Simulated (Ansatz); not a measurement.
MgO (CsCl type, Pm-3m), r²SCAN in the plane-wave PAW code Ansatz. The conduction-band minimum lies at Γ, with 1 equivalent valley. Second derivatives d²E/dk² of the lowest band at one valley (eV·Å²), along Cartesian directions:

```csv
direction,d²E/dk²
[100],24.78
[010],24.78
[001],24.78
[110],24.78
[101],24.78
[011],24.78
```

Problem. Find the principal effective masses, the density-of-states mass and the conductivity mass.

Solution. Off-diagonal terms follow from H_xy = H[110] − (H_xx + H_yy)/2, and m*/mₑ = 7.620 eV·Å² over each eigenvalue: 0.31, 0.31, 0.31. One valley's DOS mass (m₁m₂m₃)^(1/3) = 0.31, conductivity mass 3/(Σ 1/mᵢ) = 0.31 mₑ.

Problem. What effective density of states Nc follows at 300 K for parabolic valleys?

Solution. Nc = 2.509e19 × 1 × (0.31)^(3/2) ≈ 4.3e18 cm⁻³.

This is a known high-pressure phase of the composition, computed here at zero pressure and temperature. Symmetry was held in the r²SCAN relaxation. At this level the phase is mechanically unstable.

Potentials: the earlier of the program's two PAW sets.

Edges and masses are those of Kohn–Sham bands, whose gap is no quasiparticle gap.
